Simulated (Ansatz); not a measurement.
Input and command of a plane-wave DFT calculation in Ansatz:

```yaml
crystal:
  lattice:
    - [2.5349380856, 0.0, 0.0]
    - [-1.2674690428, 2.1953207791, 0.0]
    - [0.0, 0.0, 8.280324606]
  atoms:
    - { symbol: C, position: [0.0, 0.0, 0.0929334766] }
    - { symbol: C, position: [0.0, 0.0, 0.5929334766] }
    - { symbol: C, position: [0.0, 0.0, 0.4070665234] }
    - { symbol: C, position: [0.0, 0.0, 0.9070665234] }
    - { symbol: C, position: [0.3333333333, 0.6666666667, 0.1554962099] }
    - { symbol: C, position: [0.6666666667, 0.3333333333, 0.6554962099] }
    - { symbol: C, position: [0.3333333333, 0.6666666667, 0.3445037901] }
    - { symbol: C, position: [0.6666666667, 0.3333333333, 0.8445037901] }
basis:
  ecutwfc: 500
kpoints:
  mp_grid: { grid: [12, 12, 4] }
hamiltonian:
  xc: r2scan
scf:
  occupations: { method: gaussian, width: 0.05 }
output:
  forces: true
  stress: true
  eigenvalues: true
```

```bash
ansatz run input.yaml --threads 2 --pin off --max-ram 5120MiB --backend cpu --events-out ev --progress --plain --runs-dir out
```

Processor: Arm Neoverse V2, 2 threads, on a host shared with other jobs.

Task: How long does it run, and how much memory does it take?

Result: About 3.4 s on 2 threads of Arm Neoverse V2, on a shared host, peak memory 0.44 GiB. It solves 24 bands at 57 k points (the mesh reduced by the symmetry that the task leaves, which can be less than the crystal's) with about 1171 plane waves, in 7 SCF iterations.
